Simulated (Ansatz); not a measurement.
Ir (fcc, Cu type)

```
CELL_PARAMETERS angstrom
      0.00000     1.93542     1.93542
      1.93542     0.00000     1.93542
      1.93542     1.93542     0.00000
ATOMIC_POSITIONS crystal
  Ir 0.00000 0.00000 0.00000
```

The slice is a {110} plane (indices of the conventional cell) through the point (0.000, 0.000, 0.000) (fractional), spanned by u = [100] and v = [1 -1 -1] in vectors of this cell: u (2.74 Å) and v (3.87 Å, at 90° to u). It covers one period; positions are fractions (u, v).

Level of theory: PBE (plane waves to 420 eV, PAW, scalar-relativistic; Ansatz, an electronic-structure program). k mesh 21×21×21. Near the nuclei the fields are pseudised (PAW); where an atom keeps semicore shells as valence, they peak there. Ir is run without spin polarisation. Ir was relaxed with its symmetry unable to fall. Spin-orbit coupling is left out, though Ir is heavy.

Three fields on this plane, each scaled to ten steps between its own extremes (0 low, 9 high; the total valence density on a logarithmic scale, the potential cut 8 eV below its top; x marks points blanked near nuclei; v = 0 in the bottom row):

Map A
```
|xxxxxx797xxxxx|
|xxxxx56865xxxx|
|xxxxx46764xxxx|
|xxxx4567654xxx|
|xx65567776556x|
|55567777777655|
|33467777777643|
|12356788876532|
|00246799976420|
|00136899986310|
|00246799976420|
|12356788876532|
|33467777777643|
|55567777777655|
|xx65567776556x|
|xxxx4567654xxx|
|xxxxx46764xxxx|
|xxxxx56865xxxx|
|xxxxxx797xxxxx|
|xxxxxx797xxxxx|
```

Map B
```
|xxxxxx767xxxxx|
|xxxxx96569xxxx|
|xxxxx75457xxxx|
|xxxx8644468xxx|
|xx98654445689x|
|76654444444566|
|33344444444433|
|11234455544321|
|00124566654210|
|00124566654210|
|00124566654210|
|11234455544321|
|33344444444433|
|76654444444566|
|xx98654445689x|
|xxxx8644468xxx|
|xxxxx75457xxxx|
|xxxxx96569xxxx|
|xxxxxx767xxxxx|
|xxxxxx868xxxxx|
```

Map C
```
|xxxxxx141xxxxx|
|xxxxx03530xxxx|
|xxxxx04640xxxx|
|xxxx0367630xxx|
|xx00367776300x|
|22356677766532|
|66777666667776|
|88877655567788|
|99986544456899|
|99986543456899|
|99986544456899|
|88877655567788|
|66777666667776|
|22356677766532|
|xx00367776300x|
|xxxx0367630xxx|
|xxxxx04640xxxx|
|xxxxx03530xxxx|
|xxxxxx141xxxxx|
|xxxxxx131xxxxx|
```

Question: Assign the maps to these fields: electron localisation function (ELF); valence electron density; electrostatic potential energy of an electron, from the cell's mean.

Answer: A is the electron localisation function (ELF); B is the valence electron density; C is the electrostatic potential energy of an electron, from the cell's mean.
